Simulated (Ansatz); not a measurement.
CdS:
```
CdS
1.0
    4.19660     0.00000     0.00000
   -2.09830     3.63437     0.00000
    0.00000     0.00000     6.82843
Cd S
2 2
Direct
  0.66667   0.33333   0.00089
  0.33333   0.66667   0.50089
  0.66667   0.33333   0.62431
  0.33333   0.66667   0.12431
```

x, y and z are the axes in which the lattice vectors are written.

### Question
Give the proper piezoelectric stress tensor with relaxed ions from PBE (plane waves, PAW; program Ansatz).

### Answer
In C/m², rows x, y, z, Voigt columns; mesh uncertainty up to 0.01.
```
 0.00   0.00   0.00   0.00   0.13   0.00
 0.00   0.00   0.00   0.13   0.00   0.00
 0.18   0.18  -0.31   0.00   0.00   0.00
```

The elastic tensor of the same run (GPa):

|  | 1 | 2 | 3 | 4 | 5 | 6 |
|---|---|---|---|---|---|---|
| 1 | 77.8 | 44.4 | 37.2 | 0.0 | 0.0 | 0.0 |
| 2 | 44.4 | 77.8 | 37.2 | 0.0 | 0.0 | 0.0 |
| 3 | 37.2 | 37.2 | 85.8 | 0.0 | 0.0 | 0.0 |
| 4 | 0.0 | 0.0 | 0.0 | 15.0 | 0.0 | 0.0 |
| 5 | 0.0 | 0.0 | 0.0 | 0.0 | 15.0 | 0.0 |
| 6 | 0.0 | 0.0 | 0.0 | 0.0 | 0.0 | 16.7 |

### Question
Convert to strain constants d = e·S.

### Answer
In pC/N:
```
 0.0   0.0   0.0   0.0   8.6   0.0
 0.0   0.0   0.0   8.6   0.0   0.0
 3.5   3.5  -6.6   0.0   0.0   0.0
```

Space group P6_3mc (wurtzite). The PBE relaxation kept the symmetry of its start; phonons on a q-mesh show no instability.

Potentials: the later of the program's two PAW sets.
